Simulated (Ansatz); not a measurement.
SiO2:
```cif
data_O16Si8
_chemical_formula_sum 'Si8 O16'
_space_group_name_H-M_alt 'Ama2'
_space_group_IT_number 40
_space_group_name_Hall 'A 2 -2a'
_cell_length_a 8.29509
_cell_length_b 8.79142
_cell_length_c 4.97769
_cell_angle_alpha 90.000
_cell_angle_beta 90.000
_cell_angle_gamma 90.000
loop_
_atom_site_label
_atom_site_type_symbol
_atom_site_symmetry_multiplicity
_atom_site_Wyckoff_symbol
_atom_site_fract_x
_atom_site_fract_y
_atom_site_fract_z
_atom_site_occupancy
Si1 Si 8 c 0.06269 0.33547 0.00451 1
O1 O 4 a 0.00000 0.00000 0.60322 1
O2 O 8 c 0.04185 0.21592 0.24728 1
O3 O 4 b 0.75000 0.15714 0.42023 1
```
(The calculation used a cell of 12 atoms; values per cell refer to that cell.)

Relaxed with r²SCAN.

### Question
Give the optical modes at the zone centre with their infrared activity from DFPT, DFT-r²SCAN in the program Ansatz with PAW potentials.

### Answer
Transverse frequencies, without the LO–TO term; a row sums one degenerate level.

```tsv
ω (cm⁻¹)	degeneracy	IR ((D/Å)²/amu)	activity	symmetry
31	1	0.00	IR-inactive	A2
61	1	0.02	IR	B1
93	1	0.04	IR	B2
129	1	0.09	IR	A1
208	1	0.00	IR-inactive	A2
283	1	0.35	IR	A1
287	1	0.08	IR	B2
303	1	0.06	IR	B1
321	1	0.05	IR	A1
333	1	0.00	IR-inactive	A2
377	1	0.05	IR	B2
387	1	0.01	IR	B2
427	1	1.05	IR	A1
428	1	3.22	IR	B1
445	1	0.00	IR-inactive	A2
456	1	17.03	IR	B2
459	1	13.26	IR	B1
475	1	13.50	IR	A1
495	1	0.00	IR-inactive	A2
726	1	0.31	IR	B2
774	1	0.00	IR-inactive	A2
774	1	0.97	IR	A1
780	1	3.44	IR	B1
785	1	4.60	IR	A1
808	1	2.24	IR	B2
1082	1	0.43	IR	B1
1084	1	57.59	IR	B2
1094	1	57.81	IR	B1
1095	1	0.00	IR-inactive	A2
1097	1	56.01	IR	A1
1139	1	0.70	IR	B1
1189	1	0.11	IR	B2
1210	1	0.00	IR-inactive	A2
```

### Question
How high does the top mode go among those that the LO–TO term moves?

### Answer
1247 cm⁻¹ for q along x, 1235 cm⁻¹ for q along y, 1243 cm⁻¹ for q along z.

The workflow started from a Materials Project entry (that database holds measured and hypothetical structures alike); the Crystallography Open Database copy checked does not list it. It is not the phase usual at ambient conditions (space group No. 92, 152, 154). Symmetry was held in the r²SCAN relaxation; its stability against distortions is not shown here.

Potentials: the later of the program's two PAW sets.
